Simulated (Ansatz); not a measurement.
In3GaP4 as one 8-atom ordering (I-42m) on the zincblende lattice at its r2SCAN geometry, run in Ansatz 0.2.0 at 2 levels of theory. Note: simulated data, non-magnetic, for a generated structure that need not be the stable one.

The HSE06 input:
```yaml
crystal:
  lattice:
    - [-2.8968491875, 2.8968491875, 5.7840335682]
    - [2.8968491875, -2.8968491875, 5.7840335682]
    - [2.8968491875, 2.8968491875, -5.7840335682]
  atoms:
    - { symbol: Ga, position: [0.0, 0.0, 0.0] }
    - { symbol: P, position: [0.3558855513, 0.3558855513, 0.4726534091] }
    - { symbol: In, position: [0.75, 0.25, 0.5] }
    - { symbol: P, position: [0.1167678578, 0.6441144487, 0.0] }
    - { symbol: In, position: [0.5, 0.5, 0.0] }
    - { symbol: P, position: [0.8832321422, 0.8832321422, 0.5273465909] }
    - { symbol: In, position: [0.25, 0.75, 0.5] }
    - { symbol: P, position: [0.6441144487, 0.1167678578, 0.0] }
kpoints:
  mp_grid: { grid: [4, 4, 4] }
  band_path:
    path:
      - [0.0, 0.0, 0.0]
      - [0.0, 0.0, 0.5]
      - [0.25, 0.25, 0.25]
      - [0.0, 0.5, 0.0]
      - [0.5, 0.5, -0.5]
      - [0.3127090427, 0.6872909573, -0.3127090427]
      - [-0.3127090427, 0.3127090427, 0.3127090427]
      - [-0.1254180855, 0.1254180855, 0.5]
      - [0.5, 0.5, -0.1254180855]
    npoints: 1
hamiltonian:
  xc: hse06
scf:
  occupations: { method: fixed }
  n_extra_bands: 6
output:
  forces: true
  stress: true
  eigenvalues: true
```

Main results, then, where recorded, the levels near the gap in eV from the Fermi energy (columns number the bands from 0), one row a point of the path (Γ, X, P, N, M, S, S₀, R, G):
```
Crystal: 8 atoms, lattice volume = 194.152 Å³
Symmetry: 8 space group operations
Space group: I-42m (ITA 121)
```
```
Basis set: ecut = 420 eV, 3795 PW (Γ)
k-points: 13 of 64 (time reversal used)
SCF 1 stopped early in 4 iterations: F = -23601.459965 eV  dr2 = 4.09e-5
Exchange kernel: α = 0.2500, screened, ω = 0.2079 Å⁻¹, Wigner–Seitz truncation, v(0) = 1046.7492 eV·Å³, q-mesh 4×4×4
SCF 2 stopped early in 6 iterations: F = -23616.065893 eV  dr2 = 7.69e-6
hybrid outer 1: dexx = +3.011e-2 eV, tail = 5.58e-5 eV
SCF 3 converged in 5 iterations: F = -23616.065308 eV  dr2 = 4.49e-9
hybrid outer 2: dexx = +1.783e-6 eV, tail = 3.04e-8 eV, Δε = 2.03e-3 eV, ΔF = 1.25e-3 eV/Å
Free energy (F): -23616.065307 eV
Fermi energy:    6.422774 eV
--- Forces (eV/Å), atoms counted from 1 ---
  atom   1  Ga      0.00000      0.00000      0.00000
  atom   2  P       0.04715      0.04715      0.04232
  atom   3  In      0.00000      0.00000      0.00000
  atom   4  P     -0.04715      0.04715    -0.04232
  atom   5  In      0.00000      0.00000      0.00000
  atom   6  P     -0.04715    -0.04715      0.04232
  atom   7  In      0.00000      0.00000      0.00000
  atom   8  P       0.04715    -0.04715    -0.04232
--- Stress (GPa, compression-positive) ---
       -0.057804       0.000000       0.000000
        0.000000      -0.057804       0.000000
        0.000000       0.000000      -0.054861
  P = ⅓ Tr σ = -0.0568 GPa (-0.568 kbar)
```
```tsv
band_32	band_33	band_34	band_35	band_36	band_37	band_38
-2.512	-0.034	0.000	0.000	1.605	2.361	2.852
-1.090	-1.019	-0.967	-0.858	2.107	2.359	3.532
-1.236	-1.236	-1.010	-0.869	2.879	3.016	3.351
-2.060	-1.999	-1.205	-1.081	3.859	4.025	4.258
-1.677	-1.677	-1.403	-1.403	2.402	2.402	2.802
-1.957	-1.953	-1.096	-0.893	2.757	3.705	3.979
-1.957	-1.953	-1.096	-0.893	2.757	3.705	3.979
-1.302	-1.255	-1.161	-0.971	2.439	2.703	4.222
-1.302	-1.255	-1.161	-0.971	2.439	2.703	4.222
```

With HSE06 the gap is 1.60 eV and direct, at Γ.

Question: Another run on the same cell gave
```
Basis set: ecut = 420 eV, 3795 PW (Γ)
k-points: 13 of 64 (time reversal used)
SCF 1 stopped early in 4 iterations: F = -23601.461189 eV  dr2 = 4.04e-5
SCF 2 stopped early in 6 iterations: F = -23614.710277 eV  dr2 = 1.09e-5
hybrid outer 1: dexx = +4.610e-2 eV, tail = 7.76e-5 eV
SCF 3 converged in 6 iterations: F = -23614.709830 eV  dr2 = 8.25e-10
hybrid outer 2: dexx = +4.876e-6 eV, tail = 3.97e-8 eV, Δε = 2.27e-3 eV, ΔF = 6.09e-4 eV/Å
Free energy (F): -23614.709831 eV
Fermi energy:    6.095453 eV
--- Forces (eV/Å), atoms counted from 1 ---
  atom   1  Ga      0.00000      0.00000      0.00000
  atom   2  P       0.04863      0.04863      0.04392
  atom   3  In      0.00000      0.00000      0.00000
  atom   4  P     -0.04863      0.04863    -0.04392
  atom   5  In      0.00000      0.00000      0.00000
  atom   6  P     -0.04863    -0.04863      0.04392
  atom   7  In      0.00000      0.00000      0.00000
  atom   8  P       0.04863    -0.04863    -0.04392
--- Stress (GPa, compression-positive) ---
       -0.281376       0.000000       0.000000
        0.000000      -0.281376       0.000000
        0.000000       0.000000      -0.277576
  P = ⅓ Tr σ = -0.2801 GPa (-2.801 kbar)
```
```tsv
band_32	band_33	band_34	band_35	band_36	band_37	band_38
-2.566	-0.034	0.000	0.000	2.203	3.002	3.510
-1.117	-1.050	-0.991	-0.883	2.737	2.996	4.194
-1.264	-1.264	-1.040	-0.895	3.530	3.664	4.008
-2.115	-2.051	-1.236	-1.113	4.532	4.692	4.933
-1.718	-1.718	-1.444	-1.444	3.044	3.044	3.460
-2.005	-1.998	-1.126	-0.919	3.399	4.372	4.652
-2.005	-1.998	-1.126	-0.919	3.399	4.372	4.652
-1.326	-1.279	-1.185	-0.995	3.066	3.338	4.902
-1.326	-1.279	-1.185	-0.995	3.066	3.338	4.902
```
Which level of theory gave it?

Answer: It is PBE0, judged by the exchange loop and the size of the gap (a near hybrid could fit too), on 4×4×4; the blocks that differ from the first input, but for the band path:
```yaml
hamiltonian:
  xc: pbe0
```
PBE0 gives a direct gap of 2.20 eV at Γ. The mean stress, -0.3 GPa, is small, and the program warns that its thresholds are loose for a hybrid's stress.

Totals of different functionals can't be compared.

Spin-orbit coupling is left out.
